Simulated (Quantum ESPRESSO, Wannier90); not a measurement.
## Ir (fcc (Cu type)): Wannier90 run

```
Ir
1.0
    0.00000     1.92697     1.92697
    1.92697     0.00000     1.92697
    1.92697     1.92697     0.00000
Ir
1
Direct
  0.00000   0.00000   0.00000
```

Materials Project entry mp-101; symmetrised, unrelaxed at this level. This is the element's usual structure. Computed values, not measurements, from PBEsol: Quantum ESPRESSO (norm-conserving PseudoDojo potentials, cutoff 55 Ry, no spin polarisation, no spin-orbit coupling) on a Γ-centred 12×12×12 mesh, then Wannier90. Density: 18×18×18 mesh, cold smearing 0.01 Ry. Spin-orbit coupling is left out although heavy elements are present.

Functional, cutoff and mesh named above are those of the base row (12×12×12); the first column says what each row takes instead. Model: 9 functions from bands 5-21, start hydrogen-like Ir: s;p;d, centres 0.05 Å off the atoms, frozen window tied to the conduction edge or Fermi level of each row, as listed, which moves Ω_I and hoppings a little by itself. Energies are relative to the Fermi level; the misfit is to pw.x on a path, for states up to 1.0 eV relative to the Fermi level. Only the mesh of Bloch states changes. The disentangled Ω_I can sit in another minimum from row to row.

```csv
mesh,frozen to (eV),Ω_I (Å²),rms misfit (meV),k-points (cost),rough cost of nscf and overlaps (first row = 1)
5×5×5,1.50,7.15,35,125,1.0
6×6×6,1.50,7.41,19,216,1.5
8×8×8,1.50,7.74,6.8,512,1.9
10×10×10,1.50,7.95,4.3,1000,4
12×12×12,1.50,8.05,2.1,1728,6
```
